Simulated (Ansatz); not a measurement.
Cr:
```
CELL_PARAMETERS angstrom
     -1.39416     1.39416     1.39416
      1.39416    -1.39416     1.39416
      1.39416     1.39416    -1.39416
ATOMIC_POSITIONS crystal
  Cr 0.00000 0.00000 0.00000
```

Relaxed with LDA. Special points in fractions of this cell's reciprocal vectors: Γ (0.000, 0.000, 0.000); H (0.500, -0.500, 0.500); N (0.000, 0.000, 0.500); P (0.250, 0.250, 0.250).

**Question.** List the band energies nearest the Fermi level at these points for the program Ansatz at the LDA level (PAW).

**Answer.** In eV from the Fermi level; about four levels below and three above (degenerate sets whole), none deeper than 8.9 eV; … stands for higher levels left out; points with the same levels are listed once.

```json
[
 {"k": "Γ", "below": "-8.05 -1.03 -1.03 -1.03", "above": "…"},
 {"k": "H", "below": "-4.80 -4.80", "above": "…"},
 {"k": "N", "below": "-4.80 -2.73", "above": "1.20 1.33 …"},
 {"k": "P", "below": "-2.50 -2.50 -2.50", "above": "…"}
]
```

Space group Im-3m (bcc (W type)). The cell was relaxed with LDA under the symmetry of its start. The workflow began spin-polarised and lost its moments. Textbook magnetic order: a spin-density-wave antiferromagnet.

Potentials: the earlier of the program's two PAW sets.
